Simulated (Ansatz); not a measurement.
Geometry optimisation in Ansatz: input, command and trajectory.

```yaml
crystal:
  lattice:
    - [4.3615533019, -2.51777, 0.0]
    - [4.3615533019, 2.51777, 0.0]
    - [-2.9062744645, 0.0, 4.5838597777]
  atoms:
    - { symbol: Fe, position: [0.35527, 0.85527, 0.56581], spin: 4.39 }
    - { symbol: Fe, position: [0.14473, 0.64473, 0.93419], spin: 4.39 }
    - { symbol: Fe, position: [0.64473, 0.14473, 0.43419], spin: 4.39 }
    - { symbol: Fe, position: [0.85527, 0.35527, 0.06581], spin: 4.39 }
    - { symbol: O, position: [0.559, 0.441, 0.25], spin: 0.41 }
    - { symbol: O, position: [0.441, 0.559, 0.75], spin: 0.41 }
    - { symbol: O, position: [0.945, 0.757, 0.252], spin: 0.41 }
    - { symbol: O, position: [0.243, 0.055, 0.248], spin: 0.41 }
    - { symbol: O, position: [0.055, 0.243, 0.748], spin: 0.41 }
    - { symbol: O, position: [0.757, 0.945, 0.752], spin: 0.41 }
basis:
  ecutwfc: 420
kpoints:
  mp_grid: { grid: [8, 8, 6] }
hamiltonian:
  xc: pbe
  hubbard: { sites: [{ species: Fe, l: d, u_eff: 5.3 }] }
scf:
  occupations: { method: gaussian, width: 0.02 }
output:
  forces: true
  stress: true
  eigenvalues: true
  populations: true
magnetization:
  spin_polarized: true
relax:
  adjacent_minimum: "off"
  f_tol: 0.01
  max_steps: 40
```

```bash
ansatz run input.yaml --threads 2 --pin off --max-ram 5120MiB --backend cpu --events-out ev --progress --plain --runs-dir out
```

Method: Ansatz, DFT PBE+U, scalar-relativistic, plane waves, PAW.

Of 5 frames 4 are shown, positions in Å and forces in eV/Å; the SCF threshold varies from step to step.

```xyz
10
Lattice="4.3616 -2.5178 0.0000 4.3616 2.5178 0.0000 -2.9063 0.0000 4.5839" Properties=species:S:1:pos:R:3:forces:R:3 pbc="T T T" step=1 free_energy_over_end_meV_per_atom=5.40
Fe    3.6354    1.2589    2.5936    0.2020   -0.1301   -0.1930
Fe    0.7283    1.2589    4.2822   -0.2020   -0.1301    0.1930
Fe    2.1814   -1.2589    1.9903   -0.2020    0.1301    0.1930
Fe    5.0886   -1.2589    0.3017    0.2020    0.1301   -0.1930
O     3.6350   -0.2971    1.1460    0.0000    0.4872    0.0000
O     2.1818    0.2971    3.4379    0.0000   -0.4872    0.0000
O     6.6910   -0.4733    1.1551   -0.2612   -0.4616   -0.3512
O     0.5790   -0.4733    1.1368    0.2612   -0.4616    0.3512
O    -0.8741    0.4733    3.4287    0.2612    0.4616    0.3512
O     5.2378    0.4733    3.4471   -0.2612    0.4616   -0.3512
10
Lattice="4.3616 -2.5178 0.0000 4.3616 2.5178 0.0000 -2.9063 0.0000 4.5839" Properties=species:S:1:pos:R:3:forces:R:3 pbc="T T T" step=2 free_energy_over_end_meV_per_atom=1.38
Fe    3.6262    1.2678    2.5924    0.1787   -0.1817   -0.1467
Fe    0.7375    1.2678    4.2834   -0.1787   -0.1817    0.1467
Fe    2.1907   -1.2678    1.9915   -0.1787    0.1817    0.1467
Fe    5.0793   -1.2678    0.3004    0.1787    0.1817   -0.1467
O     3.6350   -0.2788    1.1460    0.0000    0.2102    0.0000
O     2.1818    0.2788    3.4379    0.0000   -0.2102    0.0000
O     6.6780   -0.4890    1.1431   -0.0562   -0.1809   -0.0989
O     0.5920   -0.4890    1.1488    0.0562   -0.1809    0.0989
O    -0.8611    0.4890    3.4408    0.0562    0.1809    0.0989
O     5.2248    0.4890    3.4350   -0.0562    0.1809   -0.0989
10
Lattice="4.3616 -2.5178 0.0000 4.3616 2.5178 0.0000 -2.9063 0.0000 4.5839" Properties=species:S:1:pos:R:3:forces:R:3 pbc="T T T" step=3 free_energy_over_end_meV_per_atom=0.03
Fe    3.6355    1.2587    2.5792    0.0013    0.0022    0.0414
Fe    0.7281    1.2587    4.2966   -0.0013    0.0022   -0.0414
Fe    2.1813   -1.2587    2.0046   -0.0013   -0.0022   -0.0414
Fe    5.0887   -1.2587    0.2873    0.0013   -0.0022    0.0414
O     3.6350   -0.2691    1.1460    0.0000    0.0039    0.0000
O     2.1818    0.2691    3.4379    0.0000   -0.0039    0.0000
O     6.6730   -0.4948    1.1460    0.0032   -0.0036   -0.0003
O     0.5970   -0.4948    1.1459   -0.0032   -0.0036    0.0003
O    -0.8562    0.4948    3.4378   -0.0032    0.0036    0.0003
O     5.2199    0.4948    3.4379    0.0032    0.0036   -0.0003
10
Lattice="4.3616 -2.5178 0.0000 4.3616 2.5178 0.0000 -2.9063 0.0000 4.5839" Properties=species:S:1:pos:R:3:forces:R:3 pbc="T T T" step=5 free_energy_over_end_meV_per_atom=0.00
Fe    3.6357    1.2590    2.5840   -0.0021   -0.0028   -0.0079
Fe    0.7280    1.2590    4.2918    0.0021   -0.0028    0.0079
Fe    2.1812   -1.2590    1.9998    0.0021    0.0028    0.0079
Fe    5.0888   -1.2590    0.2921   -0.0021    0.0028   -0.0079
O     3.6350   -0.2671    1.1460    0.0000   -0.0094    0.0000
O     2.1818    0.2671    3.4379    0.0000    0.0094    0.0000
O     6.6749   -0.4961    1.1461   -0.0087    0.0050    0.0000
O     0.5951   -0.4961    1.1459    0.0087    0.0050    0.0000
O    -0.8580    0.4961    3.4378    0.0087   -0.0050    0.0000
O     5.2217    0.4961    3.4380   -0.0087   -0.0050    0.0000
```

It took 5.2 min on 2 threads of Arm Neoverse V1 (shared host), peak memory 1.6 GiB.

The state reached may not be the lowest one. The program reads another magnetic order as possibly lower. Moments started parallel, and an antiferromagnetic order may lie lower.